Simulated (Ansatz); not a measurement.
One crystal and one scan (frozen-phonon scan) at two levels, r2SCAN (plane waves to 500 eV, PAW, scalar-relativistic; Ansatz, a program for electronic structure) and PBE (plane waves to 420 eV, PAW, scalar-relativistic; Ansatz), each from its own relaxed cell and on its own mesh. The cell shown is that of r2SCAN.

Pd (fcc, Cu type)

```xyz
2
Lattice="0.0000 3.9084 3.9084 1.9542 0.0000 1.9542 1.9542 1.9542 0.0000" Properties=species:S:1:pos:R:3 pbc="T T T"
Pd     0.0000     0.0000     0.0000
Pd     1.9542     3.9084     1.9542
```

A phonon eigenvector at L = (0.5, 0.0, 0.0) is frozen into this cell: atom i moves by Q times the vector below, so Q is the largest atomic displacement, in Å. The cell is held. It is one choice among 2 degenerate patterns. (q is in reciprocal vectors of the primitive cell; the cell shown is doubled to hold the pattern.)

```json
[
 {"atom": "Pd1", "x": "-0.285", "y": "0.520", "z": "-0.805"},
 {"atom": "Pd2", "x": "0.285", "y": "-0.520", "z": "0.805"}
]
```

Pd is run without spin polarisation. Pd was relaxed with its symmetry unable to fall. With partly filled bands, energies and forces of such displacements shift with the k mesh and the smearing. Percentages come from the unrounded values. Both scans cover Q from -0.280 to 0.280 Å.

Results of r2SCAN:

| Property | Value |
|---|---|
| Lattice constant a (Å) | 3.908 |
| Energy at Q = 0.280 Å (meV/cell) | 235 |
| Harmonic wavenumber from the curvature (finite differences) (cm⁻¹ (negative: imaginary)) | 108 |
| Space group of the distorted cell | P-1 (No. 2), lowered from Fm-3m |
| Symmetry of the curve | even: the same for both signs |
| Shape of the curve | a single well with its minimum at or next to zero displacement |

Estimate the PBE values.


```csv
quantity,PBE,r2SCAN − PBE
Lattice constant a (Å),3.943,-0.035 (-0.9 %)
Energy at Q = 0.280 Å (meV/cell),230,+5 (+2 %)
Harmonic wavenumber from the curvature (finite differences) (cm⁻¹ (negative: imaginary)),106,+2 (+3 %)
```

r2SCAN gives the higher value for: energy at Q = 0.280 Å. r2SCAN gives the lower value for: lattice constant a. Both give the same space group of the distorted cell: P-1 (No. 2), lowered from Fm-3m. Neither level is exact: the differences show how much the result hangs on the functional.

(A displaced cell: forces are minus the slopes of the energy, force constants its curvatures, and phonons follow from these.)
